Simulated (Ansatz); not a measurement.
Relaxed Hf (hcp, Mg type):

```
CELL_PARAMETERS angstrom
      3.20421     0.00000     0.00000
     -1.60210     2.77493     0.00000
      0.00000     0.00000     5.06906
ATOMIC_POSITIONS crystal
  Hf 0.33333 0.66667 0.75000
  Hf 0.66667 0.33333 0.25000
```

The atoms are displaced by Q × the pattern below (from a DFPT mode at Γ, largest move 1; Q in Å), at fixed cell. It is one choice among 2 degenerate patterns.

```
atom      x       y      z
----  -----  ------  -----
Hf1   0.000   1.000  0.000
Hf2   0.000  -1.000  0.000
```

These are PBE (plane waves to 420 eV, PAW, scalar-relativistic; Ansatz, a first-principles code) values and carry that method's errors. k mesh 17×17×9 (Γ-centred), Fermi-Dirac smearing 0.05 eV. E stands for the smeared free energy. With partly filled bands, energies and forces of such displacements shift with the k mesh and the smearing. Hf is run without spin polarisation. Hf was relaxed with its symmetry unable to fall. Spin-orbit coupling is left out, though Hf is heavy. The zero of ΔE is the undisplaced structure.

The scan covers Q from -0.280 to 0.280 Å in 13 points.

Question: Which space group does the distorted structure have?

Answer: Cmcm (No. 63), lowered from P6_3/mmc.

Question: Is the energy the same for displacements of ±0.280 Å, and if not, which side lies higher?

Answer: Not even: the positive side lies higher at ±0.280 Å.

Question: Is this a single well or a double well?

Answer: A single well with its minimum at or next to zero displacement.

Question: What is the energy change at Q = 0.280 Å?

Answer: 304 meV/cell.

Question: What harmonic wavenumber does the curvature at Q = 0 give?

Answer: 81 cm⁻¹.

(A displaced cell: forces are minus the slopes of the energy, force constants its curvatures, and phonons follow from these.)
